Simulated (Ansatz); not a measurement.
This Sr4I3 structure is the end of a relaxation. The cell was found from a structure generator's guess, not taken from experiment.

Method: Ansatz, DFT PBE, scalar-relativistic, plane waves, PAW. Cutoff 420 eV, Γ-centred mesh, Gaussian smearing, no spin polarisation.

```xyz
7
Lattice="5.9115 0.0000 0.0000 0.0000 5.9115 0.0000 0.0000 0.0000 8.3569" Properties=species:S:1:pos:R:3 pbc="T T T"
Sr    2.9558    0.0000    6.1886
Sr    0.0000    2.9558    6.1886
Sr    2.9558    0.0000    2.1683
Sr    0.0000    2.9558    2.1683
I     0.0000    0.0000    0.0000
I     2.9558    2.9558    0.0000
I     0.0000    0.0000    4.1785
```

Formation energies are uncorrected and refer to the elements' standard structures at the same level.

Question: What space group does it have?

Answer: P4/mmm (No. 123). Conventional cell: a = 5.912 Å, c = 8.357 Å. Sr has 6 I at 3.57–3.67 Å and 6 Sr at 4.02–4.34 Å; I on its first site has 8 Sr at 3.67 Å and 6 I at 4.18 Å; around I on its second site lie 8 Sr at 3.67 Å and 4 I at 4.18 Å; I on its third site is surrounded by 8 Sr at 3.57 Å and 2 I at 4.18 Å.

Question: What is its formation energy per atom?

Answer: −0.72 eV/atom. Whether it is stable depends on the other phases of the system, which aren't compared here.

Question: Is it a metal?

Answer: Yes, bands cross the Fermi level on the 6×6×6 mesh.

Question: From what recipe could a structure generator have reached it?

Answer: One such recipe: ordered vacancies on the anion sites of caesium chloride (P4/mmm, No. 123). Other recipes can lead to the same cell.

The last run used a 6×6×6 mesh for its 7-atom cell and Gaussian smearing of 0.10 eV. Spin–orbit coupling, which can matter for I, is left out. An odd number of electrons in the primitive cell allows no gap without spin; a larger cell or a magnetic state could open one. The cell is a metal run without spin; a magnetic state may lie lower. The reference form of I is held partly by dispersion forces, which this level lacks. A structure relaxed within its symmetry needn't be a true minimum.
